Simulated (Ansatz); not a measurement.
The start is a relaxed GaSb cell with every coordinate shifted by Gaussian noise of σ = 0.45 Å. The structure is fully relaxed (lattice and positions, P = 0) with PBEsol (plane waves to 420 eV, PAW, scalar-relativistic; Ansatz, a program for electronic structure). The first steps use a coarse 9×9×9 k-mesh.

Initial structure:
```
GaSb
1.0
    0.00000     3.05600     3.05600
    3.05600     0.00000     3.05600
    3.05600     3.05600     0.00000
Sb Ga
1 1
Cartesian
  4.41121   4.52737   4.07439
  0.12204   0.20001  -0.40197
```

```yaml
energy_released: 0.24 eV/atom
Shortest distances (start → end): "The closest pairs of elements (up to four, under 3.6 Å), start → end: Ga–Sb 2.41 → 2.65 Å"
optimiser_moves: 4
```

It ends as:

Space group F-43m (No. 216); a = b = c = 6.1119 Å, α = β = γ = 90.00°

```
atom  site  symmetry       x       y       z
----  ----  --------  ------  ------  ------
Sb      4a      -43m  0.0000  0.0000  0.0000
Ga      4d      -43m  0.7500  0.7500  0.7500
```
(The calculation used a cell of 2 atoms; values per cell refer to that cell.)

Final values are on a 13×13×13 k-mesh of the relaxed cell. No spin polarisation in the result.
